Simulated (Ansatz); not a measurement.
Bi₂Te₃ in space group R-3m (No. 166; Bi on 6c, Te on 6c, Te on 3a), the program Ansatz at the PBE+D3(BJ) level (PAW). The conduction-band minimum lies at Γ, with 1 equivalent valley. Second derivatives d²E/dk² of the lowest band at one valley (eV·Å²), along Cartesian directions:

| direction | d²E/dk² |
|---|---|
| [100] | 104.5 |
| [010] | 104.5 |
| [001] | 59.90 |
| [110] | 104.5 |
| [101] | 82.02 |
| [011] | 81.91 |

Question: Find the principal effective masses, the density-of-states mass and the conductivity mass.

Answer: Off-diagonal terms follow from H_xy = H[110] − (H_xx + H_yy)/2, and m*/mₑ = 7.620 eV·Å² over each eigenvalue: 0.073, 0.073, 0.13. One valley's DOS mass (m₁m₂m₃)^(1/3) = 0.088, conductivity mass 3/(Σ 1/mᵢ) = 0.085 mₑ.

Question: What effective density of states Nc follows at 300 K for parabolic valleys?

Answer: Nc = 2.509e19 × 1 × (0.088)^(3/2) ≈ 6.6e17 cm⁻³.

The cell was relaxed with PBE+D3(BJ) under the symmetry of its start. Spin–orbit coupling is left out wherever it is not named.

Potentials: the later of the program's two PAW sets.

Edges and masses are those of Kohn–Sham bands, whose gap is no quasiparticle gap.
